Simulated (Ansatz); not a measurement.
Geometry optimisation in Ansatz: input, command and trajectory.

```yaml
crystal:
  lattice:
    - [-4.18735, -4.18735, 0.0]
    - [0.0, 4.18735, 4.18735]
    - [-4.18735, 4.18735, -4.18735]
  atoms:
    - { symbol: "N", position: [0.1674943768, 0.3304954638, 0.832170477] }
    - { symbol: "N", position: [0.6641942897, 0.3326695349, 0.829125918] }
    - { symbol: "N", position: [0.4968530828, 0.4961489007, 0.5003726699] }
    - { symbol: "N", position: [0.0042025385, 0.5065078012, 0.5058367702] }
    - { symbol: "N", position: [0.3336158221, 0.6681330556, 0.1685928958] }
    - { symbol: "N", position: [0.8297900702, 0.6654740262, 0.1664516295] }
    - { symbol: "N", position: [0.1643677817, 0.8336208594, 0.8276916124] }
    - { symbol: "N", position: [0.6665141197, 0.8399319732, 0.8317954767] }
    - { symbol: "N", position: [0.4999761431, 0.0089560407, 0.4969223094] }
    - { symbol: "N", position: [0.0057092206, 0.9995953976, 0.500732018] }
    - { symbol: "N", position: [0.3330813112, 0.1687933283, 0.1679841812] }
    - { symbol: "N", position: [0.8308899044, 0.1706771122, 0.165273916] }
    - { symbol: Al, position: [0.5008441084, 0.0018805143, 0.0011245416] }
    - { symbol: Al, position: [0.3398500786, 0.6713297917, 0.6668570887] }
    - { symbol: Al, position: [0.1671108109, 0.8308266943, 0.3372722956] }
    - { symbol: Sc, position: [5.7345e-06, 0.9947964512, 0.003707227] }
    - { symbol: Sc, position: [0.5013781188, 0.4984472886, 0.0034867224] }
    - { symbol: V, position: [0.8321717387, 0.1692381315, 0.6629021403] }
    - { symbol: V, position: [0.3431787814, 0.1691289179, 0.6696996098] }
    - { symbol: V, position: [0.6704715692, 0.337739206, 0.3342821263] }
    - { symbol: V, position: [0.1659394603, 0.3322132575, 0.3327102659] }
    - { symbol: V, position: [0.004466108, 0.4994453861, 0.0025551266] }
    - { symbol: V, position: [0.8305069306, 0.673695838, 0.6674487662] }
    - { symbol: Nb, position: [0.6655792582, 0.8355999893, 0.3365139473] }
  symmetry: { detect: false }
basis:
  ecutwfc: 420
kpoints:
  mp_grid: { grid: [3, 3, 2], shift: [0.0, 0.0, 0.5] }
hamiltonian:
  xc: pbe
scf:
  occupations: { method: gaussian, width: 0.1 }
  lower_state_search: "off"
output:
  forces: true
  stress: true
  eigenvalues: true
relax:
  adjacent_minimum: "off"
  f_tol: 0.04
  max_steps: 50
  cell: { stress_tol: 0.3 }
```

```bash
ansatz run input.yaml --threads 4 --pin off --max-ram 9216MiB --backend cpu --events-out ev --progress --plain --runs-dir out
```

Theory: DFT PBE, scalar-relativistic, plane waves, PAW (Ansatz 0.2.0).

Of 8 frames 8 are shown, positions in Å and forces in eV/Å; the SCF threshold varies from step to step. Steps run on the plane waves of an earlier cell, with a Pulay correction in the pressure. The basis is chosen afresh for the last frame, the zero of the energies, and at times for earlier ones too; energy and pressure can step there, also at an unchanged geometry. Where two frames share a geometry here, they differ by under 2 meV/atom and 0.3 GPa.

```xyz
24
Lattice="-4.1874 -4.1874 0.0000 0.0000 4.1874 4.1874 -4.1874 4.1874 -4.1874" Properties=species:S:1:pos:R:3:forces:R:3 pbc="T T T" step=1 free_energy_over_end_meV_per_atom=92.27 pressure_GPa=4.61
N    -4.1859    4.1671   -2.1007    1.0281    0.1162    1.8453
N    -6.2531    2.0836   -2.0788   -0.5673   -0.8469   -0.9973
N    -4.1757    2.0923   -0.0177   -0.1534    1.3192   -0.6059
N    -2.1357    4.2214    0.0028   -0.9142   -0.2884    1.4405
N    -2.1029    2.1067    2.0917    0.9069    1.9723    1.0005
N    -4.1716    0.0089    2.0896   -2.4766   -0.6518   -1.1022
N    -4.1541    6.2682    0.0248   -1.2569   -1.8749   -0.2233
N    -6.2739    4.2092    0.0341    1.8376    0.9635    0.6453
N    -4.1744    0.0247   -2.0433    1.0762    0.6128   -1.7373
N    -2.1206    6.2585    2.0889   -0.6726   -0.8844    0.2148
N    -2.0981    0.0155    0.0034   -1.2936   -1.1909   -2.1977
N    -4.1713   -2.0725    0.0226    0.9379    0.6414    0.3225
Al   -2.1019   -2.0846    0.0032    0.2681   -0.1234    0.3559
Al   -4.2154    4.1804    0.0187    0.3231    0.5711   -0.6851
Al   -2.1120    4.1915    2.0667    0.1282    0.1230    0.0931
Sc   -0.0155    4.1811    4.1500    0.3156   -0.0960    1.2259
Sc   -2.1140    0.0023    2.0726    0.9265   -0.5494    0.4573
V    -6.2604   -0.0001   -2.0671   -0.0281   -0.3248    0.8902
V    -4.2413    2.0755   -2.0961    0.3572    0.0128    0.9693
V    -4.2073    0.0065    0.0145   -1.0807    0.3444   -0.3547
V    -2.0880    2.0894   -0.0021    0.2670    0.9781   -0.6266
V    -0.0294    2.0834    2.0807    0.7402   -0.0007   -0.5966
V    -6.2725    2.1382    0.0262    0.3564   -0.9038   -0.2643
Nb   -4.1961    2.1210    2.0898   -1.0256    0.0809   -0.0696
24
Lattice="-4.1863 -4.1835 0.0540 -0.0555 4.1849 4.1853 -4.1865 4.2377 -4.1826" Properties=species:S:1:pos:R:3:forces:R:3 pbc="T T T" step=2 free_energy_over_end_meV_per_atom=32.10 pressure_GPa=-0.81
N    -4.1533    4.2121   -2.0152    0.1128    0.0865    0.6282
N    -6.2717    2.0804   -2.0673   -0.3505   -0.1209   -0.4480
N    -4.2068    2.1804   -0.0117   -0.0885    0.4114   -0.1826
N    -2.2047    4.2325    0.0649   -0.3216   -0.1880    0.6508
N    -2.1090    2.1706    2.1360    0.1809    0.5197    0.3260
N    -4.2779    0.0049    2.1033   -0.9433   -0.1671   -0.3461
N    -4.2314    6.2561    0.0303   -0.6567   -0.5445   -0.1793
N    -6.2533    4.2589    0.1208    0.4225    0.3144   -0.1329
N    -4.1415    0.0788   -2.0846    0.3955    0.0891   -0.7462
N    -2.2052    6.2472    2.0903   -0.2266   -0.2558    0.1957
N    -2.1627   -0.0047   -0.0378   -0.2433   -0.3525   -0.7620
N    -4.1449   -2.0269    0.0607    0.2852    0.0817    0.1370
Al   -2.0889   -2.0943    0.0386    0.2332   -0.0712    0.0188
Al   -4.2334    4.2321    0.0250    0.0436    0.4865   -0.3253
Al   -2.1683    4.2157    2.0794    0.2201   -0.2029    0.3608
Sc   -0.0612    4.1657    4.1928    0.3582   -0.0443    0.3777
Sc   -2.1299   -0.0090    2.1014    0.1760    0.0248    0.1966
V    -6.2392   -0.0031   -1.9565    0.2774    0.0547    0.5205
V    -4.2501    2.1193   -2.0625    0.3632   -0.2486    1.0110
V    -4.2888    0.0695    0.0018   -0.6693   -0.0225   -0.4663
V    -2.0923    2.1208    0.0006    0.3881    0.8227   -0.3600
V    -0.0237    2.0792    2.0576    0.2192    0.1462   -0.1544
V    -6.3147    2.1458    0.0613    0.3466   -0.7254   -0.4614
Nb   -4.2681    2.1501    2.1096   -0.5226   -0.0939    0.1419
24
Lattice="-4.2175 -4.2099 0.0311 -0.0263 4.2051 4.2091 -4.1447 4.1683 -4.1461" Properties=species:S:1:pos:R:3:forces:R:3 pbc="T T T" step=3 free_energy_over_end_meV_per_atom=7.30 pressure_GPa=1.01
N    -4.0957    4.1524   -1.9313   -0.0631    0.0669    0.0471
N    -6.2718    2.0280   -2.1211   -0.0073   -0.0816    0.2107
N    -4.1527    2.1445    0.0365   -0.3969   -0.2140    0.3714
N    -2.2086    4.1960    0.1587    0.1795   -0.0416   -0.1590
N    -2.0858    2.1938    2.1594   -0.0352   -0.1022   -0.0587
N    -4.3377   -0.0125    2.0852    0.0685   -0.0422   -0.0115
N    -4.2155    6.1848    0.0839    0.0967    0.0967   -0.4147
N    -6.1819    4.1746    0.1532   -0.2321   -0.0128   -0.1997
N    -4.1190    0.0262   -2.1218   -0.0151    0.0805   -0.0201
N    -2.2188    6.2458    2.1033    0.2149    0.2225    0.3401
N    -2.1781   -0.0055   -0.0802    0.1309    0.0268    0.1683
N    -4.1126   -2.0636    0.0608   -0.1113   -0.0249    0.0699
Al   -2.0712   -2.1026    0.0154    0.2671   -0.0525   -0.2363
Al   -4.2027    4.2220    0.0479   -0.3020    0.2993   -0.0810
Al   -2.1346    4.1904    2.1553    0.0888   -0.0814    0.3019
Sc    0.0045    4.1592    4.2510    0.3221   -0.3281    0.3115
Sc   -2.1295    0.0175    2.0929   -0.0967    0.1642   -0.1257
V    -6.1878   -0.0006   -1.8709   -0.6179    0.2343   -0.3893
V    -4.2779    1.9931   -1.8686    0.2827   -0.0239   -0.9457
V    -4.3709   -0.0125   -0.0621    0.4573   -0.0590    0.6018
V    -1.9615    2.2155   -0.0515   -0.3105    0.0562    0.4012
V     0.0138    2.1110    2.0636    0.1397    0.1211   -0.2050
V    -6.2402    1.9664   -0.0667   -0.3052   -0.0279    0.4001
Nb   -4.3265    2.1414    2.1689    0.2453   -0.2762   -0.3770
24
Lattice="-4.2181 -4.1934 0.0314 -0.0263 4.1883 4.2190 -4.1682 4.1749 -4.1793" Properties=species:S:1:pos:R:3:forces:R:3 pbc="T T T" step=4 free_energy_over_end_meV_per_atom=2.71 pressure_GPa=-0.64
N    -4.1273    4.1650   -1.9572    0.1089   -0.0655   -0.0438
N    -6.2839    2.0348   -2.1374   -0.0669    0.0171    0.1138
N    -4.2034    2.1454    0.0211    0.0149   -0.1003    0.0151
N    -2.2169    4.1917    0.1492    0.1516   -0.0224   -0.1304
N    -2.0854    2.1889    2.1622   -0.1375   -0.0437   -0.0398
N    -4.3367   -0.0193    2.1001   -0.0167    0.0633   -0.1612
N    -4.2317    6.1774    0.0217    0.0408    0.0660    0.1697
N    -6.2085    4.1860    0.1155   -0.1614   -0.0119    0.1118
N    -4.1319    0.0386   -2.1409   -0.0715    0.0033    0.0350
N    -2.2068    6.2374    2.1408   -0.0234    0.0515   -0.1262
N    -2.1644   -0.0091   -0.0725   -0.1225    0.0228    0.0184
N    -4.1202   -2.0552    0.0507   -0.0844   -0.0284   -0.0172
Al   -2.0641   -2.0990    0.0025    0.1272   -0.0027   -0.0695
Al   -4.2299    4.2250    0.0231   -0.1744    0.0426   -0.0268
Al   -2.1365    4.1822    2.1634    0.0003   -0.0536    0.2652
Sc    0.0134    4.1348    4.2687    0.1613   -0.0088    0.1362
Sc   -2.1355    0.0172    2.0923    0.0603   -0.0961   -0.0563
V    -6.2352    0.0128   -1.9118    0.0452    0.2666    0.2408
V    -4.2659    2.0136   -1.9458   -0.0544   -0.1158    0.2591
V    -4.3540    0.0002   -0.0381   -0.1262   -0.0485   -0.1013
V    -2.0015    2.2069   -0.0179    0.1873    0.2374    0.0472
V     0.0215    2.1061    2.0461    0.1398    0.0767   -0.1651
V    -6.2843    1.9859   -0.0394    0.1008   -0.3193   -0.4141
Nb   -4.3144    2.1275    2.1535   -0.0992    0.0696   -0.0607
24
Lattice="-4.2172 -4.1886 0.0316 -0.0309 4.1879 4.2273 -4.1592 4.1622 -4.1706" Properties=species:S:1:pos:R:3:forces:R:3 pbc="T T T" step=5 free_energy_over_end_meV_per_atom=0.83 pressure_GPa=0.37
N    -4.1146    4.1558   -1.9400   -0.0026   -0.0206   -0.0679
N    -6.2747    2.0333   -2.1401   -0.0276    0.0234    0.0227
N    -4.2042    2.1321    0.0369   -0.0527   -0.0480    0.0409
N    -2.2179    4.1832    0.1639    0.0720    0.0102   -0.0590
N    -2.0921    2.1855    2.1633   -0.0547    0.0308   -0.0082
N    -4.3428   -0.0167    2.0996    0.0596    0.0418    0.0122
N    -4.2185    6.1717    0.0397    0.0068   -0.0133    0.0542
N    -6.2158    4.1741    0.1385    0.0170    0.0390   -0.0865
N    -4.1353    0.0322   -2.1310   -0.0286   -0.0162   -0.0042
N    -2.2220    6.2366    2.1519    0.0992    0.0414    0.0761
N    -2.1694   -0.0061   -0.0611    0.0690   -0.0248    0.0094
N    -4.1104   -2.0575    0.0394   -0.0190   -0.0370    0.0325
Al   -2.0347   -2.0934   -0.0243   -0.0756   -0.0049    0.0731
Al   -4.2550    4.2257    0.0306    0.1147   -0.0475    0.0817
Al   -2.1406    4.1741    2.2098   -0.0501    0.0516   -0.1041
Sc    0.0268    4.1308    4.2894    0.0416   -0.0039    0.0200
Sc   -2.1311    0.0202    2.0907   -0.0102   -0.0134   -0.0389
V    -6.2334    0.0280   -1.8882   -0.0658    0.0965   -0.0033
V    -4.2685    1.9888   -1.9089   -0.0056    0.0287   -0.0724
V    -4.3578   -0.0145   -0.0286   -0.0065   -0.0237    0.0298
V    -1.9757    2.2284    0.0019   -0.0228   -0.0272   -0.0559
V     0.0467    2.1211    2.0174   -0.1389   -0.0287    0.0401
V    -6.2841    1.9489   -0.0704    0.0859   -0.0358    0.0239
Nb   -4.3358    2.1284    2.1585   -0.0051   -0.0183   -0.0164
24
Lattice="-4.2145 -4.1863 0.0337 -0.0328 4.1854 4.2254 -4.1690 4.1744 -4.1817" Properties=species:S:1:pos:R:3:forces:R:3 pbc="T T T" step=6 free_energy_over_end_meV_per_atom=0.43 pressure_GPa=-0.10
N    -4.1216    4.1642   -1.9546   -0.0083   -0.0208    0.0061
N    -6.2911    2.0501   -2.1432   -0.0334   -0.0377    0.0018
N    -4.2091    2.1329    0.0307    0.0139   -0.0020    0.0346
N    -2.2173    4.1879    0.1526    0.0117    0.0010    0.0321
N    -2.1022    2.1918    2.1613    0.0258   -0.0184   -0.0088
N    -4.3416   -0.0122    2.0970   -0.0011    0.0289   -0.0009
N    -4.2260    6.1761    0.0390   -0.0001    0.0146   -0.0191
N    -6.2185    4.1871    0.1209   -0.0069    0.0038    0.0204
N    -4.1413    0.0404   -2.1354    0.0030    0.0020   -0.0080
N    -2.2201    6.2448    2.1518    0.0036    0.0031   -0.0029
N    -2.1629   -0.0084   -0.0653   -0.0318    0.0121    0.0107
N    -4.1135   -2.0618    0.0416   -0.0001    0.0202    0.0012
Al   -2.0401   -2.0948   -0.0118    0.0053    0.0003   -0.0076
Al   -4.2531    4.2295    0.0239    0.0113    0.0116    0.0060
Al   -2.1490    4.1871    2.1995    0.0111   -0.0313   -0.0132
Sc    0.0302    4.1222    4.2863   -0.0030    0.0077    0.0044
Sc   -2.1322    0.0185    2.0865    0.0192    0.0059    0.0015
V    -6.2387    0.0473   -1.8943   -0.0050    0.0777   -0.0306
V    -4.2766    1.9993   -1.9212   -0.0527    0.0215   -0.0308
V    -4.3584   -0.0160   -0.0317    0.0109   -0.0261    0.0209
V    -1.9788    2.2293   -0.0026    0.0201   -0.0172    0.0296
V     0.0192    2.1205    2.0136   -0.0218   -0.0092   -0.0287
V    -6.2776    1.9575   -0.0740    0.0082   -0.0201   -0.0565
Nb   -4.3334    2.1328    2.1555    0.0202   -0.0276    0.0376
24
Lattice="-4.2143 -4.1853 0.0341 -0.0335 4.1847 4.2233 -4.1717 4.1767 -4.1820" Properties=species:S:1:pos:R:3:forces:R:3 pbc="T T T" step=7 free_energy_over_end_meV_per_atom=0.36 pressure_GPa=-0.07
N    -4.1247    4.1635   -1.9554    0.0005    0.0003   -0.0018
N    -6.2993    2.0522   -2.1462   -0.0154    0.0076   -0.0091
N    -4.2109    2.1328    0.0308    0.0118   -0.0069   -0.0009
N    -2.2174    4.1885    0.1534    0.0118   -0.0032    0.0076
N    -2.1013    2.1917    2.1599   -0.0003   -0.0084    0.0006
N    -4.3430   -0.0097    2.0960    0.0097    0.0031   -0.0020
N    -4.2278    6.1778    0.0358   -0.0027    0.0076   -0.0027
N    -6.2206    4.1887    0.1211   -0.0086    0.0066   -0.0024
N    -4.1425    0.0428   -2.1354   -0.0047    0.0043    0.0013
N    -2.2204    6.2465    2.1528    0.0108    0.0090   -0.0019
N    -2.1650   -0.0069   -0.0645   -0.0028    0.0000   -0.0012
N    -4.1108   -2.0612    0.0411    0.0003   -0.0036   -0.0124
Al   -2.0380   -2.0945   -0.0128   -0.0023   -0.0001    0.0071
Al   -4.2537    4.2311    0.0230   -0.0008   -0.0040   -0.0018
Al   -2.1509    4.1887    2.1976    0.0062    0.0083    0.0031
Sc    0.0298    4.1205    4.2841   -0.0037    0.0131    0.0045
Sc   -2.1323    0.0179    2.0867    0.0096   -0.0186    0.0022
V    -6.2404    0.0555   -1.8960   -0.0092    0.0088   -0.0101
V    -4.2857    2.0015   -1.9239   -0.0090    0.0073    0.0065
V    -4.3580   -0.0181   -0.0304    0.0015   -0.0115    0.0207
V    -1.9746    2.2296    0.0025   -0.0039   -0.0240   -0.0070
V     0.0118    2.1206    2.0066   -0.0068    0.0026   -0.0265
V    -6.2781    1.9573   -0.0798    0.0301    0.0127   -0.0080
Nb   -4.3332    2.1338    2.1558   -0.0221   -0.0108    0.0339
24
Lattice="-4.2143 -4.1853 0.0341 -0.0335 4.1847 4.2233 -4.1717 4.1767 -4.1820" Properties=species:S:1:pos:R:3:forces:R:3 pbc="T T T" step=8 free_energy_over_end_meV_per_atom=0.00 pressure_GPa=-0.01
N    -4.1247    4.1635   -1.9554    0.0006    0.0003   -0.0018
N    -6.2993    2.0522   -2.1462   -0.0156    0.0075   -0.0089
N    -4.2109    2.1328    0.0308    0.0117   -0.0069   -0.0008
N    -2.2174    4.1885    0.1534    0.0118   -0.0031    0.0076
N    -2.1013    2.1917    2.1599    0.0000   -0.0084    0.0004
N    -4.3430   -0.0097    2.0960    0.0097    0.0030   -0.0022
N    -4.2278    6.1778    0.0358   -0.0025    0.0077   -0.0029
N    -6.2206    4.1887    0.1211   -0.0087    0.0065   -0.0024
N    -4.1425    0.0428   -2.1354   -0.0047    0.0043    0.0014
N    -2.2204    6.2465    2.1528    0.0109    0.0089   -0.0017
N    -2.1650   -0.0069   -0.0645   -0.0030    0.0002   -0.0010
N    -4.1108   -2.0612    0.0411    0.0000   -0.0036   -0.0124
Al   -2.0380   -2.0945   -0.0128   -0.0022   -0.0001    0.0071
Al   -4.2537    4.2311    0.0230   -0.0007   -0.0042   -0.0018
Al   -2.1509    4.1887    2.1976    0.0062    0.0084    0.0029
Sc    0.0298    4.1205    4.2841   -0.0037    0.0129    0.0046
Sc   -2.1323    0.0179    2.0867    0.0097   -0.0186    0.0022
V    -6.2404    0.0555   -1.8960   -0.0090    0.0088   -0.0097
V    -4.2857    2.0015   -1.9239   -0.0087    0.0072    0.0064
V    -4.3580   -0.0181   -0.0304    0.0013   -0.0114    0.0205
V    -1.9746    2.2296    0.0025   -0.0039   -0.0240   -0.0069
V     0.0118    2.1206    2.0066   -0.0070    0.0026   -0.0263
V    -6.2781    1.9573   -0.0798    0.0302    0.0126   -0.0081
Nb   -4.3332    2.1338    2.1558   -0.0223   -0.0107    0.0337
```

Time: 46 s on 4 threads of Intel(R) Xeon(R) 6975P-C (Granite Rapids), with other jobs on the host, peak memory 1 GiB.

The k mesh is coarse.